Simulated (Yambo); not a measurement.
G0W0@PBEsol for LiNbO₃ (space group R-3, No. 148) in Yambo (2×2×2 mesh, 7 Ry block, plasmon pole, screening fixed), without a terminator:

| bands N in G | gap F → F (eV) | shift of the valence edge (eV) |
|---|---|---|
| 78 | 5.903 | 0.123 |
| 121 | 5.781 | -0.149 |
| 182 | 5.710 | -0.322 |

Problem. Extrapolate both columns to infinite N with E(N) = E∞ + A/N, test the form, and compare with the terminator.

Solution. From two points, E∞ = (N2 E2 − N1 E1)/(N2 − N1). The two largest N give 5.57 eV for the gap and -0.67 eV for the shift; the two smallest give 5.56 eV and -0.64 eV. For the gap the slopes A are 27 and 26 eV: the 1/N form holds. For the shift the slopes A are 60 and 62 eV: the 1/N form holds. With the Bruneval-Gonze terminator and 182 bands the run gives 5.67 eV and -0.53 eV, 0.10 eV and 0.13 eV from the extrapolated values: the terminator too is an estimate of the remainder. Block, mesh and the bands in W are held fixed.

Spin-orbit coupling is not included.

Geometry of the Materials Project entry, not relaxed at this level; primitive cell a = b = c = 5.7265 Å, α = β = γ = 54.96°.

This is not the ordinary phase of the substance.

A shift is the quasiparticle energy of the state minus its PBEsol energy.
